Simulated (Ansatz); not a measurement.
**BaTiO₃: energy along a strain**

BaTiO₃, Pm-3m, a = 3.994 Å. The structure is a COD entry; whether it is the stable form wasn't checked. Ansatz: r2SCAN, PAW, 500 eV, Γ-centred 8×8×8 mesh on 5 atoms, Gaussian smearing 0.05 eV; no spin polarisation. Cell vectors (Å): 3.994 0.000 0.000; 0.000 3.994 0.000; 0.000 0.000 3.994. The cell is strained by x per cent times the pattern (0 0 0 1 0 0) in the order xx yy zz yz xz xy (engineering shears), with fractional coordinates held. y is the free energy over the start, V0 = 12.743 Å³/atom. Symmetry makes y even in x.

| x (%) | y (meV/atom) |
| --- | --- |
| -4.00 | 8.46 |
| -2.00 | 2.11 |
| 0.00 | 0.00 |
| 0.50 | 0.13 |
| 1.00 | 0.52 |
| 1.50 | 1.19 |
| 2.50 | 3.30 |
| 3.00 | ? |
| 3.50 | 6.48 |

Question: Fit y = c2 x² + c4 x⁴ to the other rows, get the stiffness along the pattern, and predict the missing energy.

Answer: Least squares on the rows shown. y = 0.5277 x² + 7.587×10⁻⁵ x⁴. The clamped-ion stiffness p·C·p = 2 × 5.277 eV × 160.2 / 12.743 Å³ = 133 GPa, which is C44 in these axes. At x = 3.00 the fit asked for gives 4.76 meV/atom. The run gave 4.76 meV/atom, the same to the digits shown.

Symmetry holds off the tilts and polar distortions that many cubic perovskites undergo.

Cost: 9 runs of about 4.2 core-minutes in all, on AMD EPYC (Zen 3) (shared hosts).